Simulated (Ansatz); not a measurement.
ZrAl3:
```xyz
8
Lattice="-1.9928 1.9928 8.5875 1.9928 -1.9928 8.5875 1.9928 1.9928 -8.5875" Properties=species:S:1:pos:R:3 pbc="T T T"
Zr     0.0000     0.0000     2.0398
Zr     0.0000     0.0000    15.1353
Al     1.9928     0.0000     0.0000
Al     0.0000     1.9928     0.0000
Al     1.9928     0.0000     4.2938
Al     0.0000     1.9928     4.2938
Al     0.0000     0.0000     6.4343
Al     0.0000     0.0000    10.7408
```

Relaxed with PBEsol. Special points in fractions of this cell's reciprocal vectors: Γ (0.000, 0.000, 0.000); X (0.000, 0.000, 0.500); P (0.250, 0.250, 0.250); N (0.000, 0.500, 0.000); M (0.500, 0.500, -0.500); S (0.263, 0.737, -0.263); S0 (-0.263, 0.263, 0.263); R (-0.027, 0.027, 0.500); G (0.500, 0.500, -0.027).

### Question
List the band energies nearest the Fermi level at these points for the program Ansatz at the PBEsol with spin–orbit coupling level (PAW).

### Answer
In eV from the Fermi level; about four levels below and three above (degenerate sets whole), none deeper than 8.9 eV; points with the same levels are listed once.

```tsv
k	below	above
Γ	-1.50 -1.50 -1.49 -1.49	0.15 0.15 0.82 0.82
X	-1.50 -1.50 -0.78 -0.78	0.90 0.90 2.14 2.14
P	-1.66 -1.66 -1.10 -1.10	1.52 1.52 2.07 2.07
N	-1.35 -1.35 -0.69 -0.69	0.34 0.34 1.14 1.14
M	-1.24 -1.24 -1.19 -1.19	0.29 0.29 0.59 0.59
S	-1.28 -1.28 -0.79 -0.79	0.53 0.53 1.24 1.24
R	-1.49 -1.49 -0.74 -0.74	0.94 0.94 2.14 2.14
```

Space group I4/mmm. The first step of the workflow began from a Materials Project structure, measured or hypothetical; the Crystallography Open Database files this formula in space group No. 139, but the cells were not matched. Whether it is the stable phase at ambient conditions was not checked. The PBEsol relaxation kept the symmetry of its start; whether a distortion lowers the energy is not shown. No spin polarisation was allowed.

Potentials: the earlier of the program's two PAW sets. The files were generated under PBE; for other functionals the program regenerates the frozen cores, and for LDA and PBEsol the local potential too.
